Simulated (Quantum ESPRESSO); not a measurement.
## Nb3Re3IrHf (different elements on one site, starting from this cell)

Simulated, not a measurement. The program is pw.x of Quantum ESPRESSO 7.5 (plane-wave density functional theory). The cell is made up: eight metal atoms on a hexagonal close-packed lattice, with elements, volume, strain and displacements drawn at random and not relaxed, so it may be unstable or far from any real phase. PseudoDojo standard norm-conserving files set the functional (PBE unless stated); there is no spin polarisation or spin-orbit coupling, the Fermi-Dirac width of 0.25 eV means electrons at about 2900 K, and the masses in the input are unused placeholders. Heavy elements are run without spin-orbit coupling, which real alloys of them have. A spin test at this wide smearing found no moment, but such smearing suppresses magnetism that the real alloy may have.

The runs put different elements on site 4. Cell, positions, cutoff, mesh and smearing stay as in the input of run 1; sites are counted in its order. Stress in the tables is positive in tension.

Input of run 1:

```
&control calculation='scf', pseudo_dir='./dojo.nc.sr.pbe.v0_5.standard.upf', outdir='./o', disk_io='minimal', tprnfor=.true., tstress=.true. /
&system ibrav=0, nat=8, ntyp=4, nbnd=75, ecutwfc=84.00895049, nosym=.true., tot_charge=0,
 occupations='smearing', smearing='fd', degauss=0.0183746611
/
&electrons conv_thr=1.470e-08, electron_maxstep=70, mixing_beta=0.5 /
ATOMIC_SPECIES
Hf 1.0 Hf.upf
Ir 1.0 Ir.upf
Nb 1.0 Nb.upf
Re 1.0 Re.upf
CELL_PARAMETERS angstrom
0.0607 -0.0007 4.9257
5.7501 0.0116 0.0728
-2.865 5.1123 -0.0371
ATOMIC_POSITIONS angstrom
Nb -0.0643 0.0532 -0.0069
Nb -1.4441 2.6722 -0.0969
Re 2.8351 0.0821 -0.0158
Ir 1.3812 2.4873 -0.0594
Re 0.1138 1.7054 2.4731
Nb -1.5283 4.2909 2.4576
Hf 2.8641 1.7006 2.4853
Re 1.3851 4.2961 2.4108
K_POINTS automatic
5 5 5 1 1 1
```

| run | elements on sites 1 to 8 | -TS (eV) | pressure (GPa) | stress xx (GPa) | stress yy (GPa) | stress zz (GPa) | stress yz (GPa) | stress xz (GPa) | stress xy (GPa) | iterations |
| --- | --- | --- | --- | --- | --- | --- | --- | --- | --- | --- |
| 1 | Nb Nb Re Ir Re Nb Hf Re | -2.064 | -12.40 | 14.63 | 10.47 | 12.09 | -0.05 | -0.43 | -1.22 | 20 |
| 2 | Nb Nb Re W Re Nb Hf Re | -2.102 | -8.67 | 12.45 | 7.93 | 5.62 | 0.05 | -0.52 | -1.48 | 18 |
| 3 | Nb Nb Re Pt Re Nb Hf Re | -1.984 | -10.95 | 12.35 | 9.49 | 11.02 | -0.06 | -0.39 | -1.54 | 19 |
| 4 | Nb Nb Re Ga Re Nb Hf Re | -1.850 | -9.96 | 11.32 | 10.39 | 8.16 | 0.00 | -0.24 | -1.51 | 17 |
| 5 | Nb Nb Re Ta Re Nb Hf Re | -2.088 | -5.21 | 8.82 | 4.91 | 1.90 | -0.04 | -0.60 | -1.74 | 20 |

Forces Fx Fy Fz (eV/Å):

| site | run 1 | run 2 | run 3 | run 4 | run 5 |
| --- | --- | --- | --- | --- | --- |
| 1 | -0.83 0.39 0.14 | -0.94 0.11 0.19 | -0.89 0.47 0.14 | -1.00 0.54 0.17 | -1.03 0.03 0.22 |
| 2 | 0.73 -0.05 0.52 | 0.58 -0.10 0.65 | 0.73 -0.21 0.47 | 0.65 -0.53 0.43 | 0.55 -0.21 0.63 |
| 3 | 0.51 -0.79 0.18 | 0.39 -0.41 0.29 | 0.75 -0.88 0.16 | 0.80 -0.38 0.26 | 0.54 -0.46 0.30 |
| 4 | 0.00 0.64 0.25 | -0.31 0.66 0.52 | 0.03 0.87 0.29 | -0.08 0.70 0.41 | -0.35 0.99 0.63 |
| 5 | -0.77 0.50 -0.27 | -0.52 0.55 -0.47 | -1.07 0.41 -0.23 | -1.03 0.65 -0.30 | -0.66 0.52 -0.51 |
| 6 | 0.46 -0.02 -0.52 | 0.36 -0.18 -0.52 | 0.45 0.00 -0.53 | 0.44 -0.18 -0.56 | 0.36 -0.19 -0.52 |
| 7 | 0.33 -0.20 -0.51 | 0.77 -0.43 -0.78 | 0.45 -0.25 -0.51 | 0.72 -0.39 -0.56 | 0.94 -0.55 -0.86 |
| 8 | -0.42 -0.47 0.20 | -0.33 -0.20 0.13 | -0.46 -0.41 0.20 | -0.50 -0.40 0.14 | -0.35 -0.13 0.11 |

Energies are left out, as each element's file has its own zero. A rerun of one cell of this series at a higher cutoff and on a denser mesh moved values by no more than 0.002 eV in energy, 0.05 GPa in stress and 0.006 eV/Å in force, and a second program with other atomic files agreed on that cell to 2 % rms in force and 0.5 GPa in pressure.